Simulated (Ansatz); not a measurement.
Theory: Ansatz, DFT PBE, scalar-relativistic, plane waves, PAW. All cells share a 420 eV cutoff and Γ-centred k meshes spaced at most about 0.3 Å⁻¹ (about 0.25 or finer for metals, 2π included). Collinear spin in cells that started with moments and kept them past the coarse steps, no spin elsewhere.

Temperature and zero-point effects are left out. All come from trial cells, and lower structures may exist.

Question: Which of these relaxed structures of Sc₄Mo is the lowest in energy?
A.

```xyz
5
Lattice="4.9115 0.0000 0.0000 -2.4557 4.2535 0.0000 0.0000 0.0000 5.7448" Properties=species:S:1:pos:R:3 pbc="T T T"
Sc    0.0000    2.8356    2.8724
Sc    2.4557    1.4178    2.8724
Sc    0.0000    2.8356    0.0000
Sc    2.4557    1.4178    0.0000
Mo    0.0000    0.0000    2.8724
```

B.

```xyz
5
Lattice="-3.1791 3.1791 3.1791 3.1791 -3.1791 3.1791 3.1791 3.1791 -3.1791" Properties=species:S:1:pos:R:3 pbc="T T T"
Sc    1.5895    1.5895    1.5895
Sc    1.5895    1.5895   -1.5895
Sc    1.5895   -1.5895    1.5895
Sc   -1.5895    1.5895    1.5895
Mo    0.0000    0.0000    0.0000
```

C.

```xyz
5
Lattice="5.0451 0.0000 0.0000 0.0000 5.0451 0.0000 0.0000 0.0000 5.0451" Properties=species:S:1:pos:R:3 pbc="T T T"
Sc    2.5226    0.0000    0.0000
Sc    0.0000    2.5226    0.0000
Sc    0.0000    0.0000    2.5226
Sc    2.5226    2.5226    2.5226
Mo    0.0000    0.0000    0.0000
```

D.

```xyz
5
Lattice="3.2248 0.0000 0.0000 -1.6124 2.7928 0.0000 0.0000 0.0000 12.4089" Properties=species:S:1:pos:R:3 pbc="T T T"
Sc    0.0000    1.8618   10.3076
Sc    0.0000    1.8618    4.9167
Sc    1.6124    0.9309    2.1013
Sc    1.6124    0.9309    7.4922
Mo    0.0000    0.0000    0.0000
```

Answer: D. It has space group P-3m1 (No. 164); the next, C, with space group Pm-3m (No. 221), lies 221 meV/atom higher. Largest moments: D 0.3 μB, C no spin, B no spin, A 0.4 μB. Counting all near atoms (those within 1.25 times the shortest distance at each site; a plus sign parts nearer from farther groups; a slash parts the counts of unlike sites), the lowest has Sc 12/3+9, Mo 6+6 and the next has Sc 2/12+8, Mo 6. Even the lowest lies +0.19 eV/atom against the elements.

The magnetic state reached may not be the lowest. With atoms moved at random, Pm-3m came back. Other cells relaxed within their symmetry can be saddle points. Some candidate types were left out of the draw beforehand, so a known form may be missing.
